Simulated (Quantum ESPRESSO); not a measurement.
# AlSi2FO5: input and log of a self-consistent run

Simulated, not a measurement. The program is pw.x of Quantum ESPRESSO 7.5 (plane-wave density functional theory). The cell is made up: 9 atoms on a quartz lattice, with randomly drawn elements, strain and displacements, not relaxed. PseudoDojo standard norm-conserving files (v0.5 for PBE, v0.4.1 for LDA and PBEsol) set the functional; there is no spin polarisation, spin-orbit coupling or dispersion term, and the masses in the input are unused placeholders.

Input:

```
&control calculation='scf', pseudo_dir='./dojo.nc.sr.pbe.v0_5.standard.upf', outdir='./o', disk_io='low', tprnfor=.true., tstress=.true. /
&system ibrav=0, nat=9, ntyp=4, nbnd=30, ecutwfc=84.00895049, nosym=.true., tot_charge=0,
 occupations='smearing', smearing='fd', degauss=0.0018374661
/
&electrons conv_thr=7.350e-09, electron_maxstep=60, /
ATOMIC_SPECIES
Al 1.0 Al.upf
F 1.0 F.upf
O 1.0 O.upf
Si 1.0 Si.upf
CELL_PARAMETERS angstrom
4.9859 0.0352 -0.0297
-2.4625 4.2916 -0.0424
-0.0326 -0.0726 5.4903
ATOMIC_POSITIONS angstrom
Al 2.1976 -0.0869 3.6967
Si -1.0442 2.1304 1.7425
Si 1.3627 2.2137 0.0678
F 1.3599 1.1314 4.3
O 3.3369 0.5056 2.6139
O 2.8371 2.4719 0.4604
O 0.2777 1.9293 1.1306
O -1.0384 3.0329 3.0557
O 0.8575 3.7138 4.6542
K_POINTS automatic
5 5 4 1 1 1
```

The log is shortened where brackets say so; the opening notice, blank lines, dates and the lines on written files are dropped, and the path of the files is cut. It prints rydbergs, bohrs and kilobars, and counts compression as positive stress. With no partly filled state, the Fermi energy that it prints is only some level between the filled and the empty states on the mesh, and need not lie in the true gap.

```
     Program PWSCF v.7.5
     Parallel version (MPI & OpenMP), running on       4 processor cores
     Number of MPI processes:                 4
     Threads/MPI process:                     1
     [start-up lines left out]
     bravais-lattice index     =            0
     lattice parameter (alat)  =       9.4224  a.u.
     unit-cell volume          =     795.8295 (a.u.)^3
     number of atoms/cell      =            9
     number of atomic types    =            4
     number of electrons       =        48.00
     number of Kohn-Sham states=           30
     kinetic-energy cutoff     =      84.0090  Ry
     charge density cutoff     =     336.0358  Ry
     scf convergence threshold =      7.3E-09
     mixing beta               =       0.7000
     number of iterations used =            8  plain     mixing
     Exchange-correlation= PBE
                           (   1   4   3   4   0   0   0)
     [axes and pseudopotential details left out]
   Cartesian axes
     site n.     atom                  positions (alat units)
         1        Al     tau(   1) = (   0.4407441  -0.0174284   0.7413992  )
         2        Si     tau(   2) = (  -0.2094217   0.4272667   0.3494706  )
         3        Si     tau(   3) = (   0.2732991   0.4439731   0.0135978  )
         4        F      tau(   4) = (   0.2727375   0.2269102   0.8623953  )
         5        O      tau(   5) = (   0.6692388   0.1014016   0.5242360  )
         6        O      tau(   6) = (   0.5690004   0.4957569   0.0923365  )
         7        O      tau(   7) = (   0.0556947   0.3869347   0.2267498  )
         8        O      tau(   8) = (  -0.2082584   0.6082694   0.6128421  )
         9        O      tau(   9) = (   0.1719777   0.7448287   0.9334326  )
     number of k points=    50  Fermi-Dirac smearing, width (Ry)=  0.0018
                       cart. coord. in units 2pi/alat
        k(    1) = (   0.0994664   0.1744066   0.1164178), wk =   0.0400000
        k(    2) = (   0.1007979   0.1774142   0.3435074), wk =   0.0400000
     [further k points left out]
     Dense  grid:    82831 G-vectors     FFT dimensions: (  60,  60,  64)
     Estimated max dynamical RAM per process >     170.06 MB
     Estimated total dynamical RAM >     619.59 MB
     Initial potential from superposition of free atoms
     starting charge      47.9963, renormalised to      48.0000
     Starting wfcs are   36 randomized atomic wfcs
     total cpu time spent up to now is        2.7 secs
     per-process dynamical memory:   130.5 Mb
     Self-consistent Calculation
     iteration #  1     ecut=    84.01 Ry     beta= 0.70
     Davidson diagonalization with overlap
     ethr =  1.00E-02,  avg # of iterations =  3.0
     total cpu time spent up to now is        7.3 secs
     total energy              =    -235.48010520 Ry
     estimated scf accuracy    <       2.87039643 Ry
     iteration #  2     ecut=    84.01 Ry     beta= 0.70
     Davidson diagonalization with overlap
     ethr =  5.98E-03,  avg # of iterations =  2.1
     total cpu time spent up to now is       11.6 secs
     total energy              =    -235.99646597 Ry
     estimated scf accuracy    <       3.18587573 Ry
     iteration #  3     ecut=    84.01 Ry     beta= 0.70
     Davidson diagonalization with overlap
     ethr =  5.98E-03,  avg # of iterations =  2.0
     total cpu time spent up to now is       15.4 secs
     total energy              =    -236.66703982 Ry
     estimated scf accuracy    <       0.22594209 Ry
     iteration #  4     ecut=    84.01 Ry     beta= 0.70
     Davidson diagonalization with overlap
     ethr =  4.71E-04,  avg # of iterations =  2.0
     total cpu time spent up to now is       19.3 secs
     total energy              =    -236.69829866 Ry
     estimated scf accuracy    <       0.01847942 Ry
     iteration #  5     ecut=    84.01 Ry     beta= 0.70
     Davidson diagonalization with overlap
     ethr =  3.85E-05,  avg # of iterations =  7.1
     total cpu time spent up to now is       24.4 secs
     total energy              =    -236.70277175 Ry
     estimated scf accuracy    <       0.00399468 Ry
     [iterations 6 to 7 left out]
     iteration #  8     ecut=    84.01 Ry     beta= 0.70
     Davidson diagonalization with overlap
     ethr =  8.17E-08,  avg # of iterations =  2.3
     total cpu time spent up to now is       36.8 secs
     total energy              =    -236.70308905 Ry
     estimated scf accuracy    <       0.00001697 Ry
     iteration #  9     ecut=    84.01 Ry     beta= 0.70
     Davidson diagonalization with overlap
     ethr =  3.53E-08,  avg # of iterations =  2.0
     total cpu time spent up to now is       40.6 secs
     total energy              =    -236.70309175 Ry
     estimated scf accuracy    <       0.00000082 Ry
     iteration # 10     ecut=    84.01 Ry     beta= 0.70
     Davidson diagonalization with overlap
     ethr =  1.72E-09,  avg # of iterations =  2.8
     total cpu time spent up to now is       44.7 secs
     total energy              =    -236.70309193 Ry
     estimated scf accuracy    <       0.00000026 Ry
     iteration # 11     ecut=    84.01 Ry     beta= 0.70
     Davidson diagonalization with overlap
     ethr =  5.47E-10,  avg # of iterations =  2.0
     total cpu time spent up to now is       48.4 secs
     total energy              =    -236.70309195 Ry
     estimated scf accuracy    <       0.00000004 Ry
     iteration # 12     ecut=    84.01 Ry     beta= 0.70
     Davidson diagonalization with overlap
     ethr =  8.82E-11,  avg # of iterations =  2.0
     total cpu time spent up to now is       52.2 secs
     End of self-consistent calculation
          k = 0.0995 0.1744 0.1164 ( 10365 PWs)   bands (ev):
   -24.3265 -18.2368 -16.4351 -15.0248 -13.1796 -11.8363  -8.3766  -6.8564
    -5.1986  -4.9494  -4.0771  -3.0322  -2.3415  -1.8646  -0.8039  -0.6856
    -0.2129   0.3949   0.8175   1.5563   2.2676   2.4593   3.3483   3.9428
     7.3169   9.7868  10.4809  11.3183  11.5644  12.2166
     [levels at the other k points left out]
     the Fermi energy is     5.6318 ev
!    total energy              =    -236.70309196 Ry
     estimated scf accuracy    <          3.0E-09 Ry
     smearing contrib. (-TS)   =       0.00000000 Ry
     internal energy E=F+TS    =    -236.70309196 Ry
     The total energy is F=E-TS. E is the sum of the following terms:
     one-electron contribution =    -120.36271798 Ry
     hartree contribution      =      85.78787182 Ry
     xc contribution           =     -62.40830258 Ry
     ewald contribution        =    -139.71994322 Ry
     convergence has been achieved in  12 iterations
     Forces acting on atoms (cartesian axes, Ry/au):
     atom    1 type  1   force =     0.18273417    0.09569846   -0.08380427
     atom    2 type  4   force =    -0.36669192   -0.14608030    0.22788098
     atom    3 type  4   force =    -0.04667209    0.30291056   -0.13338219
     atom    4 type  2   force =    -0.12785564    0.09384055    0.05111203
     atom    5 type  3   force =     0.07624744    0.19153065   -0.18742826
     atom    6 type  3   force =     0.10290539   -0.00595962    0.07122795
     atom    7 type  3   force =     0.20759984   -0.08855304   -0.07074205
     atom    8 type  3   force =    -0.19286070   -0.20771855   -0.15786323
     atom    9 type  3   force =     0.16459353   -0.23566871    0.28299904
     Total force =     0.902245     Total SCF correction =     0.000085
     Computing stress (Cartesian axis) and pressure
          total   stress  (Ry/bohr**3)                   (kbar)     P=      181.30
   0.00206431  -0.00003309  -0.00014408          303.67       -4.87      -21.19
  -0.00003309   0.00057516   0.00108834           -4.87       84.61      160.10
  -0.00014408   0.00108834   0.00105789          -21.19      160.10      155.62
     init_run     :      2.52s CPU      2.62s WALL (       1 calls)
     electrons    :     49.12s CPU     49.54s WALL (       1 calls)
     forces       :      0.82s CPU      0.82s WALL (       1 calls)
     stress       :      2.66s CPU      2.66s WALL (       1 calls)
     [timing details left out]
     PWSCF        :     55.20s CPU     55.77s WALL
     JOB DONE.
```

In other units: free energy -3220.510 eV for the cell, pressure 18.13 GPa, largest force component 9.428 eV/Å. A rerun of this cell at a cutoff of 1437 eV and k mesh 7 x 7 x 6 moved values by no more than 0.003 eV in energy, 0.02 GPa in stress and 0.002 eV/Å in force.